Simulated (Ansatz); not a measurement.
Method: DFT PBE, scalar-relativistic, plane waves, PAW in Ansatz 0.2.0. All cells share a 420 eV cutoff and Γ-centred k meshes spaced at most about 0.3 Å⁻¹ (about 0.25 or finer for metals, 2π included). No spin polarisation in the final relaxations.

All energies are static (0 K, no zero-point motion).

Two relaxed structures of SiGe3Ru2:

A.

```xyz
6
Lattice="5.4787 0.0000 0.0000 -2.7393 4.7447 0.0000 0.0000 0.0000 3.9517" Properties=species:S:1:pos:R:3 pbc="T T T"
Si    0.0000    0.0000    0.0000
Ge    2.7393    0.0000    1.9759
Ge    1.3697    2.3723    1.9759
Ge   -1.3697    2.3723    1.9759
Ru    0.0000    3.1631    0.0000
Ru    2.7393    1.5816    0.0000
```

B.

```xyz
6
Lattice="3.6293 0.0000 0.0000 0.0000 3.6293 0.0000 0.0000 0.0000 8.9769" Properties=species:S:1:pos:R:3 pbc="T T T"
Si    0.0000    0.0000    0.0000
Ge    1.8147    1.8147    6.3367
Ge    1.8147    1.8147    2.6402
Ge    1.8147    1.8147    0.0000
Ru    0.0000    1.8147    4.4885
Ru    1.8147    0.0000    4.4885
```

Question: Which would you expect to be lower, and how large is the difference?

Answer: A is lower, by 160 meV/atom. A has space group P6/mmm (No. 191), 17.1 Å³/atom and no gap on its mesh; B has space group P4/mmm (No. 123), 19.7 Å³/atom and no gap. Counting Ge or Si atoms around Ru (for each partner element, those within 1.25 times its shortest distance or 1.15 times the sum of covalent radii, where it is the nearest in units of that sum or under 1.3; a plus sign parts groups by distance over the sum of covalent radii), A has Ru 6+3 and B has Ru 4. The denser one is the lower, and pressure would at first widen the difference. Even the lower one lies +0.37 eV/atom against the reference forms of the elements (uncorrected), so neither is stable at this level. In A, Si is surrounded by 6 Ru at 3.16 Å and 12 Ge at 3.38 Å; Ge has 4 Ru at 2.53 Å, 4 Ge at 2.74 Å and 4 Si at 3.38 Å; around Ru lie 6 Ge at 2.53 Å, 3 Ru at 3.16 Å and 3 Si at 3.16 Å. In B, around Si lie 4 Ge at 2.57 Å; Ge on a site of symmetry 4mm is surrounded by 4 Ru at 2.59 Å and 1 Ge at 2.64 Å; around Ru lie 4 Ru at 2.57 Å and 4 Ge at 2.59 Å; 1 more site not described. Both come from invented guesses. A third cell relaxed alike, in P-4m2, lies 0.51 eV/atom below the lower of the two.

Cells relaxed within their symmetry can be saddle points.
